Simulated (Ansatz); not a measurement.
Below is a relaxed structure of NaInSe. The cell was found from a structure generator's guess, not taken from experiment.

The calculation used Ansatz, DFT PBE, scalar-relativistic, plane waves, PAW. Cutoff 420 eV, Γ-centred mesh, Gaussian smearing, no spin polarisation.

```cif
data_structure
_symmetry_space_group_name_H-M 'P 1'
_symmetry_Int_Tables_number 1
_cell_length_a 4.9369
_cell_length_b 4.9369
_cell_length_c 6.0662
_cell_angle_alpha 90.000
_cell_angle_beta 90.000
_cell_angle_gamma 120.000
_cell_volume 128.04
loop_
_atom_site_label
_atom_site_type_symbol
_atom_site_fract_x
_atom_site_fract_y
_atom_site_fract_z
_atom_site_occupancy
Na1 Na 0.00000 0.00000 0.50000 1
In1 In 0.00000 0.00000 0.00000 1
Se1 Se 0.66667 0.33333 0.00000 1
```

Formation energies are uncorrected and refer to the elements' standard structures at the same level.

Question: What space group does it have?

Answer: P-6m2 (No. 187). Conventional cell: a = 4.937 Å, c = 6.066 Å. Na is surrounded by 2 In at 3.03 Å; around In lie 3 Se at 2.85 Å and 2 Na at 3.03 Å; Se has 3 In at 2.85 Å.

Question: How far does it lie from the elements in energy?

Answer: −0.09 eV/atom.

Question: Is it a metal?

Answer: Yes, bands cross the Fermi level on the 12×12×8 mesh.

The last run used a 12×12×8 mesh (in the run's order of axes) for its 3-atom cell and Gaussian smearing of 0.10 eV. The reference form of Se is held partly by dispersion forces, which this level lacks. Symmetry constrained the relaxation, so the result can be a saddle point. Another cell of NaInSe relaxed alike, in P4/mmm, lies 0.37 eV/atom lower, so this cell isn't the stable form at this level.
